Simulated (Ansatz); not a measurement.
LaB₂:
```xyz
3
Lattice="-2.0355 2.0355 3.5039 2.0355 -2.0355 3.5039 2.0355 2.0355 -3.5039" Properties=species:S:1:pos:R:3 pbc="T T T"
La     0.0000     0.0000     0.0000
B      0.0000     0.0000     2.7391
B      0.0000     0.0000     4.2688
```

Relaxed with r²SCAN. Special points in fractions of this cell's reciprocal vectors: Γ (0.000, 0.000, 0.000); X (0.000, 0.000, 0.500); P (0.250, 0.250, 0.250); N (0.000, 0.500, 0.000); M (0.500, 0.500, -0.500); S (0.334, 0.666, -0.334); S0 (-0.334, 0.334, 0.334); R (-0.169, 0.169, 0.500); G (0.500, 0.500, -0.169).

List the band energies nearest the Fermi level at these points for the program Ansatz at the r²SCAN level (PAW).

In eV from the Fermi level; about four levels below and three above (degenerate sets whole), none deeper than 8.9 eV; points with the same levels are listed once.

```json
[
 {"k": "Γ", "below": "-2.47 -1.13", "above": "0.29 0.29 1.20 1.20"},
 {"k": "X", "below": "-1.75 -1.02 -0.95 -0.85", "above": "0.19 3.35 3.57"},
 {"k": "P", "below": "-8.43 -3.00 -1.10 -1.10", "above": "0.81 1.68 1.68"},
 {"k": "N", "below": "-7.53 -4.01 -2.01 -1.55", "above": "0.24 2.58 2.92"},
 {"k": "M", "below": "-8.49 -3.01 -0.24 -0.24", "above": "0.47 0.83 3.44"},
 {"k": "S", "below": "-2.96 -2.09 -1.25 -0.29", "above": "2.86 3.03 3.17"},
 {"k": "R", "below": "-2.63 -1.22 -1.04 -0.49", "above": "0.90 3.34 3.43"}
]
```

Space group I4/mmm (MoSi2 or CaC2 type). The start of the workflow was typed in or built on a structure type; neither database checked (COD, Materials Project) lists it. Whether it is the stable phase at ambient conditions was not checked. Symmetry was held in the r²SCAN relaxation; whether a distortion lowers the energy is not shown. Its formation energy is positive at this level, so the cell may be metastable or incomplete. Scalar-relativistic: spin–orbit coupling is off unless named, which matters more the heavier the elements.

Potentials: the earlier of the program's two PAW sets.
